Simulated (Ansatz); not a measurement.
CoSi$_{2}$ (fluorite type, space group Fm-3m)

```cif
data_Co4Si8
_chemical_formula_sum 'Co4 Si8'
_space_group_name_H-M_alt 'Fm-3m'
_space_group_IT_number 225
_space_group_name_Hall '-F 4 2 3'
_cell_length_a 5.31268
_cell_length_b 5.31268
_cell_length_c 5.31268
_cell_angle_alpha 90.000
_cell_angle_beta 90.000
_cell_angle_gamma 90.000
loop_
_atom_site_label
_atom_site_type_symbol
_atom_site_symmetry_multiplicity
_atom_site_Wyckoff_symbol
_atom_site_fract_x
_atom_site_fract_y
_atom_site_fract_z
_atom_site_occupancy
Co1 Co 4 a 0.00000 0.00000 0.00000 1
Si1 Si 8 c 0.25000 0.25000 0.25000 1
```
(The calculation used a cell of 3 atoms; values per cell refer to that cell.)

Equation-of-state scan: isotropic scaling of the cell above, V₀ being its volume. Symmetry pins the atoms to their sites.

Method: PBEsol (plane waves to 420 eV, PAW, scalar-relativistic; Ansatz, a first-principles code). k mesh 15×15×15 (Γ-centred), Fermi-Dirac smearing 0.05 eV. Energies are smeared free energies. CoSi2 is run without spin polarisation. CoSi2 was relaxed with its symmetry unable to fall. The PAW data are Ansatz's earlier set. ΔE is measured from the relaxed starting cell. The last digit holds for this mesh only.

```tsv
V (Å³/atom)	ΔE (meV/atom)
10.496	265.8
10.830	174.7
11.163	105.9
11.496	56.5
11.829	23.9
12.162	5.7
12.496	0.0
12.829	5.1
13.162	19.6
13.495	42.1
13.829	71.5
14.162	106.7
14.495	146.6
```

**Question.** What is the fitted pressure derivative B₀′?

**Answer.** 4.5.

**Question.** What bulk modulus B₀ follows from a third-order Birch-Murnaghan fit?

**Answer.** 193 GPa. Check by three points about V = 12.496 Å³/atom, step 0.666: d²E/dV² ≈ (24 − 2·0 + 20) meV / 0.666² = 0.0991 eV/Å⁶, and V·d²E/dV² × 160.2 = 198 GPa.

(A scan under strain: stresses follow from slopes of the energy per volume, elastic moduli from its curvatures.)
